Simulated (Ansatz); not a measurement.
NaF:
```
CELL_PARAMETERS angstrom
      0.00000     2.53186     2.53186
      2.53186     0.00000     2.53186
      2.53186     2.53186     0.00000
ATOMIC_POSITIONS crystal
  Na 0.00000 0.00000 0.00000
  F  0.25000 0.25000 0.25000
```

Relaxed with r²SCAN.

Q: Map the electron localisation function on the plane through (0.000, 0.000, 0.000) spanned by u = [1, 0, 0] and v = [-1, 1, 1] in lattice vectors, from the program Ansatz at the r²SCAN level (PAW).

A: x is the fraction of u, y of v (the angle between them is 90°; rows are the nearest grid lines); atoms in the plane: Na at (0.00, 0.00), F at (0.50, 0.25).
```
|1367400134310047631|
|3477400011100047743|
|6776300000000036776|
|7764100000000014677|
|4320000000000000234|
|0000000000000000000|
|0000000000000000000|
|0000000000000000000|
|0000000000000000000|
|0000000000000000000|
|0000000000000000000|
|0000001222221000000|
|0000013455543100000|
|0000245777775420000|
|0002467899987642000|
|0003579999999753000|
|0014689998999864100|
|0003799976799973000|
|0000489987899840000|
|4300169999999610034|
|7751027999997201577|
|6774003788873004776|
|3476200466640027743|
|1367400134310047631|
```
Scale: ten equal steps from 0.002 (start of '0') to 0.817 (end of '9'), in the order '0123456789'; x runs from 0.000 to 1.00, y from 0.000 (bottom) to 1.00 (top).

The density is the valence pseudo-density with augmentation charge, so density and ELF within about 1 Å of a nucleus are not all-electron values.

Space group F-43m (zinc blende). The start of the workflow was typed in or built on a structure type; neither database checked (COD, Materials Project) lists it. It is not the phase usual at ambient conditions (space group No. 225). Symmetry was held in the r²SCAN relaxation; its stability against distortions is not shown here.

Potentials: the later of the program's two PAW sets.
